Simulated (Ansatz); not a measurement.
Relaxed Ti (hcp, Mg type):

```
Ti
1.0
    2.93627     0.00000     0.00000
   -1.46813     2.54288     0.00000
    0.00000     0.00000     4.63716
Ti
2
Direct
  0.33333   0.66667   0.75000
  0.66667   0.33333   0.25000
```

Calculation: r2SCAN (plane waves to 500 eV, PAW, scalar-relativistic; Ansatz, a first-principles code). k mesh 15×15×8 (Γ-centred), Fermi-Dirac smearing 0.05 eV. With partly filled bands, energies and forces of such displacements shift with the k mesh and the smearing. The PAW data are Ansatz's earlier set. Ti is run without spin polarisation. Ti was relaxed with its symmetry unable to fall.

One atom of the cell was then moved (with its periodic images), all else fixed, and the forces (eV/Å) came out as:

```
atom      Fx      Fy     Fz
----  ------  ------  -----
Ti1    0.228   0.215  0.000
Ti2   -0.228  -0.215  0.000
```

With two atoms only their relative shift counts; take Ti1 as fixed.

Question: Which atom was moved, and by which vector (Å)?

Answer: Ti2, by (0.12, 0.12, 0.00), 0.17 Å in all.

(A displaced cell: forces are minus the slopes of the energy, force constants its curvatures, and phonons follow from these.)
